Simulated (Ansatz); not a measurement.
The start is a generated cell, AlN placed in the zincblende structure type. A full variable-cell relaxation at zero pressure is run with PBEsol (plane waves to 420 eV, PAW, scalar-relativistic; Ansatz, a quantum-chemistry and plane-wave program). The first steps use a coarse 9×9×9 k-mesh.

The start:
```
AlN
1.0
    0.00000     2.22501     2.22501
    2.22501     0.00000     2.22501
    2.22501     2.22501     0.00000
N Al
1 1
Direct
  0.75000   0.75000   0.75000
  0.00000   0.00000   0.00000
```

Initial pressure: -9.0 GPa (negative: the cell is under tension)
Outcome: The space group stays F-43m (No. 216) (the run could not lower it); the end is zinc blende type, with 2 atoms in the primitive cell
Energy released: 15 meV/atom
Volume change: -4.8 %, from 11.02 to 10.49 Å³/atom
Shortest distances (start → end): The closest pairs of elements (up to four, under 3.6 Å), start → end: Al–N 1.93 → 1.90 Å; N–N 3.15 → 3.10 Å; Al–Al 3.15 → 3.10 Å
Band gap at the end: 3.19 eV, indirect (valence top at or next to Γ, conduction bottom at X) (no spin-orbit coupling)
Optimiser moves: 4

Final values are on a 13×13×13 k-mesh of the relaxed cell. No spin polarisation in the result.

The run could not lose the symmetry of its start.

All atoms sit on sites fixed by symmetry, so only the cell could relax.
